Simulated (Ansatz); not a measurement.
# Frozen-phonon scan for AlN (wurtzite)

Starting cell, AlN (wurtzite):

```
AlN
1.0
    3.13030     0.00000     0.00000
   -1.56515     2.71092     0.00000
    0.00000     0.00000    10.03603
Al N
4 4
Cartesian
  1.56515   0.90364   0.01693
  1.56515   0.90364   5.03494
  0.00000   1.80728   2.52593
  0.00000   1.80728   7.54395
  1.56515   0.90364   3.12034
  1.56515   0.90364   8.13835
  0.00000   1.80728   0.61133
  0.00000   1.80728   5.62934
```

A phonon eigenvector at A = (0.0, 0.0, 0.5) is frozen into this cell: atom i moves by Q times the vector below, so Q is the largest atomic displacement, in Å. The cell is held. It is one choice among 2 degenerate patterns. (q is in reciprocal vectors of the primitive cell; the cell shown is doubled to hold the pattern.)

```csv
atom,x,y,z
Al1,0.000,0.000,-0.477
Al2,0.000,0.000,0.477
Al3,0.000,0.000,-0.164
Al4,0.000,0.000,0.164
N5,0.000,0.000,-0.434
N6,0.000,0.000,0.434
N7,0.000,0.000,1.000
N8,0.000,0.000,-1.000
```

The numbers are results of PBE (plane waves to 420 eV, PAW, scalar-relativistic; Ansatz, a first-principles code), not measurements. k mesh 12×12×4 (Γ-centred), Fermi-Dirac smearing 0.05 eV. E stands for the smeared free energy. Stress and pressure are positive under compression. AlN was relaxed with its symmetry unable to fall. ΔE is measured from the undisplaced structure.

| Q (Å) | ΔE (eV/cell) | −dE/dQ from forces (eV/Å) | P (GPa) |
|---|---|---|---|
| -0.280 | 4.434 | 32.121 | 12.5 |
| -0.233 | 3.067 | 26.514 | 8.5 |
| -0.187 | 1.957 | 21.079 | 5.4 |
| -0.140 | 1.099 | 15.737 | 3.0 |
| -0.093 | 0.487 | 10.458 | 1.3 |
| -0.047 | 0.122 | 5.220 | 0.3 |
| 0.000 | 0.000 | 0.000 | 0.0 |
| 0.047 | 0.122 | -5.220 | 0.3 |
| 0.093 | 0.487 | -10.458 | 1.3 |
| 0.140 | 1.099 | -15.737 | 3.0 |
| 0.187 | 1.957 | -21.079 | 5.4 |
| 0.233 | 3.067 | -26.514 | 8.5 |
| 0.280 | 4.434 | -32.121 | 12.5 |

What the scan shows:

```
Property                                                                                                              Value
-----------------------------------------------------------  --------------------------------------------------------------
Energy at Q = 0.280 Å                                                                                         4434 meV/cell
Space group of the distorted cell                                                       P3m1 (No. 156), lowered from P6_3mc
Symmetry of the curve                                                                         even: the same for both signs
Shape of the curve                                           a single well with its minimum at or next to zero displacement
Harmonic wavenumber from the curvature (finite differences)                                                        804 cm⁻¹
Wavenumber by perturbation theory (DFPT, on another k mesh)                                                        804 cm⁻¹
```

(For displaced atoms, the force is minus the slope of the energy, and its curvature is a force constant, which sets phonon frequencies.)
